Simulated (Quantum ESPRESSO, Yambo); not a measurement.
AgCl (rock salt, space group Fm-3m, No. 225) under isotropic strain of -0.7 % on all lattice vectors. The PBEsol cell relaxed from Materials Project entry mp-22922 was given an isotropic strain of -0.7 % on all lattice vectors, and the atoms were relaxed again. Chain: PBEsol (pw.x of Quantum ESPRESSO, ONCV potentials, scalar-relativistic); G0W0 in Yambo (4×4×4 Γ-centred k mesh, bands 5 to 100 and a 10 Ry block in the screening, 100 bands in G with the Bruneval-Gonze terminator, plasmon pole fitted at 27.2 eV); BSE (8×8×8 mesh, 8 valence and 1 conduction bands, static screening with 27 bands and a 4 Ry block, scissor 1.61 eV, Tamm-Dancoff).

```
Quantity                                                                       Value
-----------------------------------------------  -----------------------------------
PBEsol gap (dense path)                                                      0.73 eV
PBEsol gap L → Γ on the GW mesh                                              0.73 eV
PBEsol smallest direct gap on the GW mesh, at Γ                              3.37 eV
G0W0 direct gap at that point                                                4.98 eV
G0W0 correction to the gap L → Γ                                             1.54 eV
lowest exciton                                   no binding energy given (see below)
RPA electronic dielectric constant along x        5.44 (14×14×14 mesh, PBEsol bands)
```

Rough cost of the Yambo steps against G0W0 for 6 states: BSE within a factor of two, one RPA spectrum about 1/8.

Convergence of the G0W0 settings was not tested. The BSE states are vertical excitations (zero momentum); the indirect quasiparticle gap, about 2.26 eV, is smaller than the direct one (4.98 eV on the GW mesh). Convergence of the RPA response with its 14×14×14 mesh was not tested. The run can't give a binding energy: the direct gap on its mesh, 4.92 eV, isn't the smallest one (4.72 eV from the band path plus the scissor).

Spin-orbit splittings are left out.
